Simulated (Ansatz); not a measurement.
## Br: relaxation (Ansatz)

The input file (Ansatz 0.2.0, plane waves):

```yaml
crystal:
  lattice:
    - [1.793744, 3.106852, 0.0]
    - [-1.793744, 3.106852, 0.0]
    - [0.0, 0.0, 5.61515]
  atoms:
    - { symbol: Br, position: [0.33333, 0.33334, 0.25] }
    - { symbol: Br, position: [0.66666, 0.66667, 0.75] }
  symmetry: { tolerance: 0.0003 }
kpoints:
  mp_grid: { grid: [6, 6, 3], shift: [0, 0, 0] }
magnetization:
  spin_polarized: false
scf:
  occupations: { method: fermi_dirac }
hamiltonian:
  pseudopotentials: { kind: paw }
  xc: r2scan
basis:
  ecutwfc: 500
  xc_grid: 3
output:
  forces: true
  stress: true
  eigenvalues: true
relax:
  max_steps: 40
  cell: {}
```

Run with:

```bash
ansatz run input.yaml --threads 1 --pin off --max-ram 2560MiB --backend cpu --events-out ev --progress --plain --runs-dir out
```

Origin of the cell: a known structure type with other elements, at an estimated volume, so it need not be a known compound.

The smearing width isn't typed, so it takes its default of 0.1 eV.

Output (shortened):

```
Warning: the atoms were moved onto the symmetric positions of the space group found under crystal.symmetry.tolerance 3.0e-4 (fractional; no operation is sought that the atoms, as they stand i […]
Pseudopotentials: kind: paw
Pseudopotential: Br, paw, valence charge 7, recommended cutoff 500 eV (meta_gga), Br.paw.azcp
Functional definition: r2SCAN
  exchange = r2scan_x(k0 = k0, k1 = k1, a1 = a1)
  correlation = r2scan_c
Crystal: 2 atoms, lattice volume = 62.585 Å³
Basis set: ecut = 500 eV, 1617 PW (Γ), exchange–correlation on 81×81×135 points (27 copies of the dense FFT grid, shifted against one another)
Bands: 11, of which v1, the nominal top of the filled ones, is band 7 counted from 1 (6 counted from 0)
Symmetry: 24 space group operations
Space group: P63/mmc (ITA 194), of the structure as read, at distance tolerance 1.2e-3 Å
[… 4 lines left out …]
Initial density: superposition of atomic densities (neutral atoms: chi_scale 0, normalization atom), corrected by the library's trained network
Functional: x = r2scan, c = r2scan; τ floored in thin density (d = 2e-4 eV/Å³)
SCF iter   1: F=—  HF=-5584.233789 eV  Δρ=2.13e-3  dr2=1.81e-3  dr2_τ=2.56e-4
SCF iter   2: F=—  HF=-5584.235999 eV  Δρ=1.06e-3  dr2=4.85e-4  dr2_τ=1.43e-5
SCF iter   3: F=—  HF=-5584.236110 eV  Δρ=1.39e-4  dr2=5.93e-6  dr2_τ=1.13e-6
SCF iter   4: F=—  HF=-5584.236116 eV  Δρ=2.88e-5  dr2=5.24e-7  dr2_τ=6.81e-8
SCF iter   5: F=-5584.236116 eV  HF=-5584.236116 eV  Δρ=2.13e-6  dr2=1.04e-9  dr2_τ=1.08e-9
SCF iter   6: F=-5584.236116 eV  HF=-5584.236116 eV  Δρ=5.64e-7  dr2=7.01e-11  dr2_τ=1.49e-11
relax step   1: F+E_penalty+E_count = -5584.236116 eV  Δ(F+E_penalty+E_count) = +0.000e0 eV  max|allowed force component| = 3.469e-17 eV/Å  Δτ_max = 0.0000 Å  P = -3.283 GPa  Ω = 62.585 Å³  ( […]
relax step   2: F+E_penalty+E_count = -5584.359791 eV  Δ(F+E_penalty+E_count) = -1.237e-1 eV  max|allowed force component| = 7.055e-17 eV/Å  Δτ_max = 0.0000 Å  P = -2.314 GPa  Ω = 57.823 Å³ […]
relax step   3: F+E_penalty+E_count = -5584.478121 eV  Δ(F+E_penalty+E_count) = -1.183e-1 eV  max|allowed force component| = 7.401e-17 eV/Å  Δτ_max = 0.0000 Å  P = -1.360 GPa  Ω = 54.875 Å³ […]
relax step   4: F+E_penalty+E_count = -5584.601097 eV  Δ(F+E_penalty+E_count) = -1.230e-1 eV  max|allowed force component| = 9.252e-18 eV/Å  Δτ_max = 0.0000 Å  P = -0.267 GPa  Ω = 52.819 Å³ […]
relax step   5: F+E_penalty+E_count = -5584.691074 eV  Δ(F+E_penalty+E_count) = -8.998e-2 eV  max|allowed force component| = 7.401e-17 eV/Å  Δτ_max = 0.0000 Å  P = +1.014 GPa  Ω = 51.742 Å³ […]
relax step   6: F+E_penalty+E_count = -5584.725992 eV  Δ(F+E_penalty+E_count) = -3.492e-2 eV  max|allowed force component| = 6.476e-17 eV/Å  Δτ_max = 0.0000 Å  P = +0.353 GPa  Ω = 53.599 Å³ […]
relax step   7: F+E_penalty+E_count = -5584.733418 eV  Δ(F+E_penalty+E_count) = -7.426e-3 eV  max|allowed force component| = 0.000e0 eV/Å  Δτ_max = 0.0000 Å  P = +0.087 GPa  Ω = 54.660 Å³  en […]
relax step   8: F+E_penalty+E_count = -5584.734124 eV  Δ(F+E_penalty+E_count) = -7.065e-4 eV  max|allowed force component| = 2.313e-17 eV/Å  Δτ_max = 0.0000 Å  P = +0.015 GPa  Ω = 55.071 Å³ […]
relax step   9: F+E_penalty+E_count = -5584.734036 eV  Δ(F+E_penalty+E_count) = +8.853e-5 eV  max|allowed force component| = 4.626e-18 eV/Å  Δτ_max = 0.0000 Å  P = +0.012 GPa  Ω = 55.071 Å³  stress off target by 2.11e-2 GPa […]
SCF 9 converged in 5 iterations: F = -5584.734036 eV  dr2 = 2.26e-12
basis re-selected at this cell: Δ(F+E_penalty+E_count) = +8.853e-5 eV, ΔP = -0.003 GPa vs the last step (what re-selecting the basis moved, of the pressure what is left beyond the Pulay corre […]
SCF converged after 5 iterations
Free energy (F): -5584.734036 eV
Harris-Foulkes:  -5584.734036 eV  (|F-HF|=2.73e-12)
Internal energy: -5584.672246 eV  (E = F + TS)
E sigma→0 (E₀):  -5584.703141 eV
Entropy (-TS):   -0.061790 eV (-30.895 meV/atom)
Fermi energy:    3.532729 eV
--- Per-component energies (eV) ---
  E_band       = -33.503213
  E_kinetic    = 263.295101
  E_local      = -363.403391  (includes V_loc(G=0)·N_el)
  E_nonlocal   = 139.522131
  E_hartree    = 80.576524
  E_xc         = -496.769062
  E_vxc        = -222.924777  (∫ρ·V_xc dr)
  E_paw        = -4541.289268  (= ΣΔE_a)
  E_vpaw       = -22.371472  (= ΣTr[D̂ρ^β])
  E_aug_tail   = -0.000000  (compensation charges beyond the density's cutoff)
  E_vtau       = 11.226125  (kinetic-family band-sum trace: ∫τ·v_τ [+ j·A + Jᵃ·Aᵃ] dr)
  E_ewald      = -666.287895
  E_core_change = -0.316387  (= ΣΔE_core)
  E_smearing   = -0.061790  (= −TS)
  Σ components = -5584.734036   (vs F -5584.734036, Δ=0.00e0)
--- Forces (eV/Å), atoms counted from 1 ---
  atom   1  Br     0.000000     0.000000     0.000000
  atom   2  Br     0.000000     0.000000     0.000000
  max |Σ_I F_I| component: 9.25e-18 eV/Å
--- Stress (GPa, compression-positive) ---
        0.021134       0.000000       0.000000
        0.000000       0.021134      -0.000000
        0.000000      -0.000000      -0.007682
  P = ⅓ Tr σ = 0.0115 GPa (0.115 kbar)
--- Relaxed structure (8 steps of the walk, 8 accepted, 1 SCFs on fresh bases) ---
  F+E_penalty+E_count = -5584.734036 eV   max|allowed force component| = 4.626e-18 eV/Å   (the final SCF, on the basis selected at the relaxed cell)
  cell:  # Å, volume = 55.0710 Å³
    - [1.926728, 3.337192, 0.0]
    - [-1.926728, 3.337192, 0.0]
    - [0.0, 0.0, 4.282441]
  atoms:
    - { symbol: Br, position: [0.333333, 0.333333, 0.25] }
    - { symbol: Br, position: [0.666667, 0.666667, 0.75] }
```

Caveats: the k mesh is coarse if the cell is a metal; the relaxation held the start's symmetry, so the end may be a saddle point.

The run took 17 s on 1 thread of Arm Neoverse V2 (shared host), peak memory 0.42 GiB, from the program's own first density.
